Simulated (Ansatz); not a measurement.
Below is a relaxed structure of Fe4Pt. The cell was found from a structure generator's guess, not taken from experiment.

These are results of Ansatz, DFT PBE, scalar-relativistic, plane waves, PAW, not measurements. Cutoff 420 eV, Γ-centred mesh, Gaussian smearing, collinear spin.

```xyz
10
Lattice="2.6439 0.0000 0.0000 -1.3219 2.2897 0.0000 0.0000 0.0000 21.5564" Properties=species:S:1:pos:R:3 pbc="T T T"
Fe    1.3219    0.7632    3.1525
Fe    1.3219    0.7632    7.6257
Fe    1.3219    0.7632   11.8293
Fe    1.3219    0.7632   20.5053
Fe    0.0000    1.5264    1.0511
Fe    0.0000    1.5264    9.7271
Fe    0.0000    1.5264   13.9307
Fe    0.0000    1.5264   18.4039
Pt    1.3219    0.7632   16.1673
Pt    0.0000    1.5264    5.3891
```

Formation energies are uncorrected and refer to the elements' standard structures at the same level.

**Question.** Find its symmetry and describe it.

**Answer.** P6_3/mmc (No. 194), with Fe and Pt ordered on hcp sites. Conventional cell: a = 2.644 Å, c = 21.556 Å. Fe on its first site has 9 Fe at 2.60–2.64 Å and 3 Pt at 2.71 Å; around Fe on its second site lie 12 Fe at 2.60–2.64 Å; Pt has 6 Pt at 2.64 Å and 6 Fe at 2.71 Å.

**Question.** What is its formation energy per atom?

**Answer.** +0.12 eV/atom. A positive value: parting into the elements would lower its energy.

**Question.** Is it a metal?

**Answer.** Yes, bands cross the Fermi level on the 18×18×2 mesh.

**Question.** Which magnetic moments does it keep?

**Answer.** 2.20 μB per atom net, the space between the atoms included; by site: Fe 2.8 (×4), 2.7 (×4); Pt 0.2 (×2) μB.

The last run used collinear spin, an 18×18×2 mesh (in the run's order of axes) for its 10-atom cell and Gaussian smearing of 0.10 eV. Spin–orbit coupling, which can matter for Pt, is left out. The magnetic state reached may not be the lowest. A structure relaxed within its symmetry needn't be a true minimum.
